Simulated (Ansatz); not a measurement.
ZrS (rock salt, Fm-3m) at seven volumes, r²SCAN in the plane-wave PAW code Ansatz, scaled uniformly. One row is withheld.

```tsv
V (Å³/atom)	P (GPa)
16.219	16.26
16.754	9.93
17.289	?
17.823	0.00
18.358	-3.87
18.893	-7.16
19.428	-9.95
```

Question: Fit the shown pressures and predict the withheld one.

Answer: P = (3/2)B₀(x^(7/2) − x^(5/2))[1 + (3/4)(B′ − 4)(x − 1)] with x = (V₀/V)^(2/3). Least squares on the six rows gives V₀ = 17.823 Å³/atom, B₀ = 140 GPa, B′ = 4.44. At V = 17.289, x = 1.0205 and P = 4.56 GPa. The run itself gave 4.56 GPa.

The workflow started from an entry of the Crystallography Open Database (COD), which files this formula under 2 space groups. Its standing as an ambient phase is unchecked. The cell was relaxed with r²SCAN under the symmetry of its start; its stability against distortions is not shown here. The run is not spin-polarised.

Potentials: the later of the program's two PAW sets.
